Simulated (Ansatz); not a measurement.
Input file for Ansatz (a program for electronic structure):

Ansatz 0.2 input:
```yaml
crystal:
  lattice:
    - [0.0, 2.4379697042, 2.4379697042]
    - [2.4379697042, 0.0, 2.4379697042]
    - [2.4379697042, 2.4379697042, 0.0]
  atoms:
    - { symbol: S, position: [0.75, 0.75, 0.75] }
    - { symbol: Be, position: [0.0, 0.0, 0.0] }
kpoints:
  mp_grid: { grid: [8, 8, 8] }
basis: { xc_grid: 2 }
hamiltonian:
  xc: pbe
  pseudopotentials: { kind: paw }
scf:
  occupations: { method: fixed }
output:
  optics: { e_range: [0.0, 15.0], de: 0.05, sigma: 0.1, bands: { spectra_wanted_up_to: 12 eV } }
```

Output (shortened):

```
output.optics: the spectra are integrated over the Brillouin zone by k·p interpolation around the k-points, where levels, occupations, output.optics.sigma and …
Pseudopotential: S, paw, valence charge 6
Pseudopotential: Be, paw, valence charge 2
Functional definition: PBE
Crystal: 2 atoms, lattice volume = 28.981 Å³
Basis set: ecut = 420 eV, 537 PW (Γ), exchange–correlation on 48×48×48 points (8 copies of the dense FFT grid, shifted against one another)
Bands: 8, of which v1, the nominal top of the filled ones, is band 4 counted from 1 (3 counted from 0)
Symmetry: 24 space group operations
Space group: F-43m (ITA 216), of the structure as read, at distance tolerance 3.1e-5 Å
k-points: 29 of 512 (time reversal used)
SCF iter   1: F=—  HF=-996.965817 eV  |F-HF|=—  |Δ(HF+E_count)|=         —  Δρ=6.79e-4  dr2=1.18e-4  ethr=1.77e-3  ⟨swp⟩=4.7  Hψ=1675  notcnv=0  defer=43
preconditioner: auto → none
SCF iter   2: F=—  HF=-996.965395 eV  |F-HF|=—  |Δ(HF+E_count)|=   4.21e-4  Δρ=4.72e-4  dr2=6.28e-5  ethr=1.47e-6  ⟨swp⟩=2.2  Hψ=637  notcnv=0  defer=51
SCF iter   3: F=—  HF=-996.965429 eV  |F-HF|=—  |Δ(HF+E_count)|=   3.35e-5  Δρ=1.67e-4  dr2=3.30e-6  ethr=7.85e-7  ⟨swp⟩=2.1  Hψ=335  notcnv=0  defer=44
SCF iter   4: F=—  HF=-996.965458 eV  |F-HF|=—  |Δ(HF+E_count)|=   2.92e-5  Δρ=5.76e-5  dr2=7.07e-7  ethr=4.12e-8  ⟨swp⟩=2.2  Hψ=342  notcnv=0  defer=9
SCF iter   5: F=—  HF=-996.965461 eV  |F-HF|=—  |Δ(HF+E_count)|=   3.31e-6  Δρ=1.54e-5  dr2=8.44e-8  ethr=8.83e-9  ⟨swp⟩=2.6  Hψ=343  notcnv=0
SCF iter   6: F=—  HF=-996.965461 eV  |F-HF|=—  |Δ(HF+E_count)|=   8.67e-9  Δρ=2.39e-6  dr2=2.05e-9  ethr=1.06e-9  ⟨swp⟩=2.7  Hψ=361  notcnv=0
SCF iter   7: F=—  HF=-996.965461 eV  |F-HF|=—  |Δ(HF+E_count)|=  4.85e-10  Δρ=2.19e-7  dr2=1.80e-11  ethr=2.56e-11  ⟨swp⟩=2.3  Hψ=352  notcnv=0
SCF iter   8: F=-996.965461 eV  HF=-996.965461 eV  |F-HF|=7.96e-13  |Δ(HF+E_count)|=  5.46e-12  Δρ=5.45e-8  dr2=1.14e-12  ethr=1.00e-12  ⟨swp⟩=3.9  Hψ=952  notcnv=0
SCF 1 converged in 8 iterations: F = -996.965461 eV  dr2 = 1.14e-12
NSCF: frozen V_eff on 29 k-points
Optics k sum: 0 of 29 k-points
Optics k sum: 2 of 29 k-points
Optics k sum: 3 of 29 k-points
Optics k sum: 5 of 29 k-points
Optics k sum: 6 of 29 k-points
Optics k sum: 8 of 29 k-points
Optics k sum: 9 of 29 k-points
Optics k sum: 11 of 29 k-points
Optics k sum: 12 of 29 k-points
Optics k sum: 14 of 29 k-points
Optics k sum: 15 of 29 k-points
Optics k sum: 16 of 29 k-points
Optics k sum: 18 of 29 k-points
Optics k sum: 19 of 29 k-points
Optics k sum: 21 of 29 k-points
Optics k sum: 22 of 29 k-points
Optics k sum: 24 of 29 k-points
Optics k sum: 25 of 29 k-points
Optics k sum: 27 of 29 k-points
Optics k sum: 28 of 29 k-points
Optics k sum: 29 of 29 k-points
Optics k sum: 0 of 29 k-points
Optics k sum: 2 of 29 k-points
Optics k sum: 3 of 29 k-points
Optics k sum: 5 of 29 k-points
Optics k sum: 6 of 29 k-points
Optics k sum: 8 of 29 k-points
Optics k sum: 9 of 29 k-points
Optics k sum: 11 of 29 k-points
Optics k sum: 12 of 29 k-points
Optics k sum: 14 of 29 k-points
Optics k sum: 15 of 29 k-points
Optics k sum: 16 of 29 k-points
Optics k sum: 18 of 29 k-points
Optics k sum: 19 of 29 k-points
Optics k sum: 21 of 29 k-points
Optics k sum: 22 of 29 k-points
Optics k sum: 24 of 29 k-points
Optics k sum: 25 of 29 k-points
Optics k sum: 27 of 29 k-points
Optics k sum: 28 of 29 k-points
Optics k sum: 29 of 29 k-points
output.optics: what the bands over the 13 summed would add to eps1, eps2 and the energy-loss function is held between a lower and an upper bound (5 Lanczos …
SCF converged after 8 iterations
Free energy (F): -996.965461 eV
Harris-Foulkes:  -996.965461 eV  (|F-HF|=7.96e-13)
Internal energy: -996.965461 eV  (E = F + TS)
E sigma→0 (E₀):  -996.965461 eV
Fermi energy:    5.157205 eV
--- Per-component energies (eV) ---
  E_band       = 0.475340
  E_kinetic    = 127.854245
  E_local      = -117.439276  (includes V_loc(G=0)·N_el)
  E_nonlocal   = 32.722089
  E_hartree    = 36.171898
  E_xc         = -117.136108
  E_vxc        = -108.606143  (∫ρ·V_xc dr)
  E_paw        = -659.918249  (= ΣΔE_a)
  E_vpaw       = -6.399366  (= ΣTr[D̂ρ^β])
  E_aug_tail   = 0.000001  (compensation charges beyond the density's cutoff)
  E_ewald      = -299.220062
  E_smearing   =  0.000000  (= −TS)
  E_closure    = 0.000000  (closes the sum)
  Σ components = -996.965461   (vs F -996.965461, Δ=0.00e0)
  [band-id]    e_kinetic+e_local+e_nonlocal+2·e_hartree+e_vxc+e_vpaw+e_augmentation_tail = 0.475347   (vs E_band 0.475340, Δ=7.29e-6)
--- Band table (eV; the first three rows and the last of 29) ---
  k-point 0: bands = ["-8.4279", "5.1572", "5.1572", "5.1572", "10.8154", "10.8154", "10.8154", "10.9098"]
  k-point 1: bands = ["-8.2544", "3.9752", "4.9631", "4.9631", "10.7142", "11.1630", "11.1630", "12.2052"]
  k-point 2: bands = ["-7.7774", "1.9062", "4.5745", "4.5745", "10.6532", "11.6985", "11.6985", "14.3001"]
  k-point 28: bands = ["-6.2824", "0.9651", "1.3738", "1.8883", "11.6034", "13.2234", "13.5261", "13.8915"]
```

Cost: around 9 core-seconds (rough) on shared cores.

The PBE relaxation kept the symmetry of its start; phonons on a q-mesh show no instability.

Potentials: the later of the program's two PAW sets.

Ansatz is a plane-wave DFT program.
